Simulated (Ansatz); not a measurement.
# RbSbBr3: reading a single point

```
Sb Rb Br
1.0
     7.73470    0.00000    0.00000
    -3.86735    6.69845    0.00000
     0.00000    0.00000    6.55696
Sb Rb Br
2 2 6
Cartesian
  0.0000 0.0000 0.0000
  0.0000 0.0000 3.2785
  -0.0004 4.4659 4.9177
  3.8670 2.2326 1.6392
  0.0000 2.2319 1.6392
  5.8018 1.1160 4.9177
  1.9344 5.5825 1.6392
  3.8674 4.4665 4.9177
  -1.9344 5.5825 1.6392
  1.9329 1.1160 4.9177
```

Level: PBE, no spin polarisation; 420 eV; 5×5×5 Γ-centred mesh; fermi-dirac occupations (width 0.0586 eV); Ansatz 0.2.0, fixed geometry.

Problem. Give the Bader charges.

Solution. Bader charges in e: Rb +0.86, Sb +1.00, Br -0.62. In the mean Sb gives up most and Br takes most.

Problem. Where is the largest force?

Solution. The largest is on Br9 (and as large on other atoms): 2.32 eV/Å, components (2.00, -1.16, 0.00). It makes 144° with the line to a nearest neighbour, Sb1 at 2.77 Å, pointing away from it.

Problem. What happens at the Fermi level?

Solution. It is a metal, with about 6.2 states/eV a cell as the mean within 0.25 eV of the Fermi level, mostly Sb p (55 %) and Br p (27 %).

Problem. What do density and ELF say about some of the short contacts?

Solution. Sb–Br at 2.77 Å: least valence density 0.34 e/Å³ and ELF 0.36 there. Rb–Br at 3.87 Å: least valence density 0.03 e/Å³ and ELF 0.02 there, so no covalent bond. Both are smooth PAW fields, read partly inside the augmentation spheres.

Problem. Is it stable against the elements?

Solution. -0.61 eV an atom against the elements' usual phases (free molecules for gases, crystals otherwise, with no correction for O₂ or N₂), so it is bound against them; other compounds may still compete. Relaxing would lower it.

Problem. Is the cell too large or too small?

Solution. The pressure is 6.7 GPa (compression positive), so with the atoms held at these fractions the cell would first expand; the forces are large, so a full relaxation may end otherwise. The principal stresses 5.3, 7.4, 7.4 GPa differ, so its shape would change too.

Origin: a known structure type with other elements, at an estimated volume, so it need not be a known compound. Caveats: many states at the Fermi level without spin polarisation, so a magnetic state may lie lower; atoms or cell far from equilibrium.
